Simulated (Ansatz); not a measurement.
# Ba₂MgC₆N₆O₆, one structure, two calculations

Cell: a refined structure from the COD, its atoms then relaxed with PBE in this cell.

```cif
data_Ba2MgC6N6O6
_symmetry_space_group_name_H-M 'R-3:H'
_symmetry_Int_Tables_number 148
_cell_length_a 6.9794
_cell_length_b 6.9794
_cell_length_c 16.9761
_cell_angle_alpha 90.000
_cell_angle_beta 90.000
_cell_angle_gamma 120.000
loop_
_atom_site_label
_atom_site_type_symbol
_atom_site_symmetry_multiplicity
_atom_site_Wyckoff_symbol
_atom_site_fract_x
_atom_site_fract_y
_atom_site_fract_z
Ba Ba 6 c 0.0000 0.0000 0.7843
Mg Mg 3 a 0.0000 0.0000 0.0000
C C 18 f 0.8449 0.0576 0.4106
N N 18 f 0.7802 0.8390 0.4103
O O 18 f 0.6899 0.1087 0.4117
```

One atom of each set is listed; the run and its k-mesh use a cell of 21 atoms with edges of 6.95, 6.95, 6.95 Å.

First run. All values are calculated (Ansatz; DFT, PBE, plane waves and PAW, scalar-relativistic, 420 eV cutoff, Γ-centred 4×4×4 k-points, Fermi–Dirac smearing 0.02 eV), not measured.

```csv
site,V_zz (10²¹ V/m²),η
Ba,11.23,0.00
Mg,-0.59,0.00
C,2.59,0.22
N,-5.68,0.78
O,12.11,0.94
```

Second run. The same atoms and settings, except that spin–orbit coupling is included (fully relativistic PAW files).

Problem. Given the first result, estimate the second.

Solution. 

```tsv
site	V_zz	η	change of V_zz
Ba	11.26	0.00	+0.03
Mg	-0.59	0.00	0.00
C	2.59	0.22	0.00
N	-5.68	0.78	0.00
O	12.11	0.94	0.00
```

The largest change of V_zz is on Ba, from 11.23 to 11.26.
